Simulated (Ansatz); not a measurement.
**Course of a relaxation: CaI4**

Recipe of this trial structure of CaI4: Ca between sheets of the Se type, stage 2 (P4/mmm, No. 123) (host I; sites filled 1 of 2). A sheet's type names the database crystal that the layer was cut from. Lengths were set from tabulated atomic sizes, so they are only a guess.

```yaml
crystal:
  lattice:
    - [4.40454, 0.00000, 0.00000]
    - [0.00000, 4.40454, 0.00000]
    - [0.00000, 0.00000, 9.78600]
  atoms:
    - { symbol: Ca, position: [0.00000, 0.00000, 0.00000] }
    - { symbol: I, position: [0.50000, 0.50000, 0.70386] }
    - { symbol: I, position: [0.00000, 0.00000, 0.70386] }
    - { symbol: I, position: [0.50000, 0.50000, 0.29614] }
    - { symbol: I, position: [0.00000, 0.00000, 0.29614] }
```

Theory: DFT PBE+D3(BJ), scalar-relativistic, plane waves, PAW in Ansatz 0.2.0. Cutoff 420 eV, Gaussian smearing, Γ-centred meshes. Cell and atoms relax first on a coarse mesh and then on a converged one. In between, the cell is made exact in the group found at 0.06 Å. The steps can't lower the symmetry of their start. No spin polarisation.

Steps on the 4×4×2 mesh (5 atoms, 23 steps). The free energy counts from the last step; some steps are skipped; the plane-wave basis is renewed at times, which shifts energy and pressure.

| step | ΔF (meV/atom) | V (Å³/atom) | P (GPa) | largest force component (eV/Å) |
| --- | --- | --- | --- | --- |
| 1 | 798.1 | 37.97 | 7.36 | 0.516 |
| 3 | 425.6 | 43.27 | 1.14 | 0.701 |
| 6 | 299.7 | 44.78 | -0.20 | 0.304 |
| 8 | 248.5 | 42.49 | -0.07 | 0.172 |
| 11 | 217.7 | 38.78 | 0.20 | 0.189 |
| 13 | 198.2 | 37.94 | -0.20 | 0.140 |
| 16 | 44.9 | 34.37 | 3.16 | 0.639 |
| 18 | 32.3 | 37.83 | -0.72 | 0.784 |
| 21 | 4.2 | 38.01 | 0.40 | 0.037 |
| 23 | 0.0 | 39.36 | -0.01 | 0.019 |

The relaxed structure, after a last relaxation on the converged mesh:

Space group P4/mmm (No. 123). a = 3.982 Å, b = 3.982 Å, c = 12.311 Å, α = 90.00°, β = 90.00°, γ = 90.00°
```csv
atom,site,symmetry,x,y,z
Ca,1a,4/mmm,0.0000,0.0000,0.0000
I,2h,4mm,0.5000,0.5000,0.8498
I,2g,4mm,0.0000,0.0000,0.6090
```

The symmetry stays P4/mmm (No. 123). The volume per atom grows by 2.8 %, from 38.0 to 39.0 Å³. The shortest distance goes from 2.90 Å (Ca–I) to 2.68 Å (I–I). The ratio c/a of the conventional cell changes by a factor of 1.39. The energy falls by about 0.81 eV/atom (the start's value is from the coarse mesh). The end is written in a standard setting, so origin, axes and order of atoms can differ from the start's. Around Ca lie 8 I at 3.37 Å and 4 Ca at 3.98 Å; I on its first site has 4 Ca at 3.37 Å, 1 I at 3.70 Å and 8 I at 3.98–4.09 Å; I on its second site is surrounded by 1 I at 2.68 Å and 8 I at 3.98–4.09 Å.

```yaml
Volume_per_atom: 39.0 Å³
Density: 4.7 g/cm³
Formation_energy: −0.752 eV/atom
Gap_on_the_10×10×4_mesh_of_the_5-atom_cell: 0.17 eV
```

Formation energies are uncorrected and refer to the elements' standard structures at the same level.

The last run used Gaussian smearing of 0.01 eV. These runs have no spin–orbit coupling, which can matter for I. Small gaps are read on the mesh alone, and bands can cross between its points. Symmetry constrained the relaxation, so the result can be a saddle point. In all, the 3 runs took 5.5 min on 1 thread of Arm Neoverse V2, on a shared host.
